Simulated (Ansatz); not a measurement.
TiAl: clamped-ion strain scan

Computed with Ansatz, DFT r2SCAN, scalar-relativistic, plane waves, PAW. The runs took a 500 eV cutoff, a Γ-centred 16×16×12 mesh and Gaussian smearing (0.15 eV). No spin polarisation. Energies are free energies at this smearing, counted from the undisturbed cell; pressure is positive in compression.

The starting cell (as given, not relaxed at this level; it stands at -2.0 GPa, and it needn't be the usual structure):

```
CELL_PARAMETERS angstrom
2.83730 0.00000 0.00000
0.00000 2.83730 0.00000
0.00000 0.00000 4.05910
ATOMIC_POSITIONS crystal
Ti 0.00000 0.00000 0.00000
Al 0.50000 0.50000 0.50000
```

The cell is strained by ε times the Voigt pattern (0, 1, 0, 0, 0, 0) (xx, yy, zz, yz, xz, xy; engineering shear) with fractional coordinates fixed. The cell is metallic on the mesh throughout.

```tsv
ε	ΔE (meV/atom)	stress summed along the pattern (GPa, tension positive)	pressure (GPa)
-0.0600	28.4	?	?
-0.0450	?	-8.30	?
-0.0300	2.8	-4.40	1.7
-0.0150	-1.1	-0.87	-0.3
0.0000	0.0	2.31	-2.0
0.0150	5.8	5.18	-3.7
0.0300	?	7.74	?
0.0450	29.3	10.01	-6.5
0.0525	37.3	11.02	-7.1
0.0600	46.1	11.95	-7.7
```

Question: Give the withheld values.

Answer: stress summed along the pattern (GPa, tension positive) at ε = -0.0600: -12.63; pressure (GPa) at ε = -0.0600: 6.1; ΔE (meV/atom) at ε = -0.0450: 12.5; pressure (GPa) at ε = -0.0450: 3.8; ΔE (meV/atom) at ε = 0.0300: 15.7; pressure (GPa) at ε = 0.0300: -5.1.

Cost: 10 runs of about 5 core-minutes in all, on Arm Neoverse V2 (shared hosts).